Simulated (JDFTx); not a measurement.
- surface: As(0001)
- bulk: As, R-3m, lattice of mp-11 (not re-optimised)
- slab: 6 atoms in 6 planes, 1x1, 9.8 Å between the outermost planes
- in-plane cell: 3.755 × 3.755 Å, 12.21 Å²
- cell height: 25.8 Å
- sampling: 6×6×1 k mesh, Fermi smearing 0.01 Ha, no spin polarisation

All numbers are PBE, GBRV ultrasoft potentials, plane waves to 20/100 Ha results from a modified build of JDFTx, not measurements. Vacuum. The outer atoms relax from bulk positions, keeping the cell's symmetry; the lattice is not PBE's own optimum in this code, and that strain can shift the moves by a few hundredths of an ångström. Input:

```
lattice \
  7.0955810315 -3.5477905158 0.0000000000 \
  0.0000000000 6.1449534353 0.0000000000 \
  0.0000000000 0.0000000000 48.7549340153
coords-type Lattice
ion As 0.0000000000 0.0000000000 -0.1904876330 1
ion As 0.6666666670 0.3333333330 -0.0966702740 0
ion As 0.3333333330 0.6666666670 -0.0469086800 0
ion As 0.0000000000 0.0000000000 0.0469086800 0
ion As 0.6666666670 0.3333333330 0.0966702740 0
ion As 0.3333333330 0.6666666670 0.1904876330 1
ion-species pseudo/as_pbe_v1.upf
elec-cutoff 20 100
elec-ex-corr gga-PBE
coulomb-interaction Slab 001
coulomb-truncation-embed 0 0 0
kpoint-folding 6 6 1
elec-smearing Fermi 0.01
lcao-params 10
elec-n-bands 26
electronic-scf nIterations 100 energyDiffThreshold 1e-07
ionic-minimize nIterations 10 energyDiffThreshold 1e-5 knormThreshold 4e-4
dump-name vac.$VAR
dump End State Ecomponents EigStats BandEigs Forces ElecDensity IonicPositions Fillings Kpoints Dtot
```

Problem. How far do the free atoms of the upper face move along the normal, and how much energy is released?

Solution. As (atom 6) -0.72 Å (positive: outward). The free energy falls by 0.718 eV per cell, 471 mJ/m².
